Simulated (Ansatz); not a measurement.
NbNF2:
```yaml
crystal:
  lattice:
    - [4.09603, 0.00000, 0.00000]
    - [0.00000, 4.09603, 0.00000]
    - [0.00000, 0.00000, 3.86002]
  atoms:
    - { symbol: Nb, position: [0.00000, 0.00000, 0.00000], spin: -0.1 }
    - { symbol: N, position: [0.00000, 0.00000, 0.50000], spin: 0.1 }
    - { symbol: F, position: [0.50000, 0.00000, 0.00000] }
    - { symbol: F, position: [0.00000, 0.50000, 0.00000] }
```

Relaxed with r²SCAN.

Q: Tabulate the valence density and the electron localisation function along the shortest Nb–N contact (1.93 Å), r²SCAN (plane waves, PAW; program Ansatz).

A: 

| distance from Nb (Å) | density (e/Å³) | ELF |
|---|---|---|
| 0.19 | 4.79 | 0.23 |
| 0.29 | 5.11 | 0.43 |
| 0.39 | 5.05 | 0.61 |
| 0.48 | 4.52 | 0.70 |
| 0.58 | 3.67 | 0.69 |
| 0.68 | 2.73 | 0.62 |
| 0.77 | 1.93 | 0.47 |
| 0.87 | 1.39 | 0.34 |
| 0.97 | 1.12 | 0.30 |
| 1.06 | 1.11 | 0.41 |
| 1.16 | 1.27 | 0.62 |
| 1.25 | 1.60 | 0.78 |
| 1.35 | 2.13 | 0.83 |
| 1.45 | 2.83 | 0.81 |
| 1.54 | 3.50 | 0.70 |
| 1.64 | 3.87 | 0.48 |
| 1.74 | 3.79 | 0.23 |

The density is the valence pseudo-density with augmentation charge, so density and ELF within about 1 Å of a nucleus are not all-electron values.

Space group P4/mmm. The start of the workflow was typed in or built on a structure type; neither database checked (COD, Materials Project) lists it. Whether it is the stable phase at ambient conditions was not checked. The cell was relaxed with r²SCAN under the symmetry of its start; its stability against distortions is not shown here. The workflow began spin-polarised and lost its moments. The cell computed holds one magnetic atom, so no antiferromagnetic order was within reach. Other orbital occupations within this spin state were not tried.

Potentials: the earlier of the program's two PAW sets.
